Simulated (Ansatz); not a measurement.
Ge:
```xyz
8
Lattice="4.0042 0.0000 0.0000 -2.0021 3.4678 0.0000 0.0000 0.0000 13.1453" Properties=species:S:1:pos:R:3 pbc="T T T"
Ge     0.0000     0.0000     5.3477
Ge     0.0000     0.0000     7.7976
Ge     0.0000     0.0000    11.9203
Ge     0.0000     0.0000     1.2249
Ge     0.0000     2.3119     4.5237
Ge     2.0021     1.1559     8.6216
Ge     2.0021     1.1559    11.0963
Ge     0.0000     2.3119     2.0489
```

Relaxed with PBEsol. Special points in fractions of this cell's reciprocal vectors: Γ (0.000, 0.000, 0.000); M (0.500, 0.000, 0.000); K (0.333, 0.333, 0.000); A (0.000, 0.000, 0.500); L (0.500, 0.000, 0.500); H (0.333, 0.333, 0.500).

### Question
List the band energies nearest the Fermi level at these points for the program Ansatz at the PBEsol with spin–orbit coupling level (PAW).

### Answer
In eV from the Fermi level; about four levels below and three above (degenerate sets whole), none deeper than 8.9 eV; points with the same levels are listed once.

```csv
k,below,above
Γ,-0.07 -0.07 -0.05 -0.05,0.08 0.08 0.14 0.14
M,-1.84 -1.84 -1.42 -1.42,0.17 0.17 0.31 0.31
K,-2.69 -2.69 -2.02 -2.02,1.28 1.28 2.17 2.17
A,-0.21 -0.21 -0.21 -0.21,0.11 0.11 0.11 0.11
L,-1.78 -1.78 -1.78 -1.78,0.59 0.59 0.59 0.59
H,-2.48 -2.48 -2.45 -2.45,1.30 1.30 1.32 1.32
```

Space group P6_3/mmc. The first step of the workflow began from a Materials Project structure, measured or hypothetical; the Crystallography Open Database copy checked does not list it. It is not the phase usual at ambient conditions (space group No. 227). Symmetry was held in the PBEsol relaxation; of distortions, only those at the zone centre were tested. The Fermi level of a semimetal is unsure by some 0.05 eV on such meshes.

Potentials: the later of the program's two PAW sets.
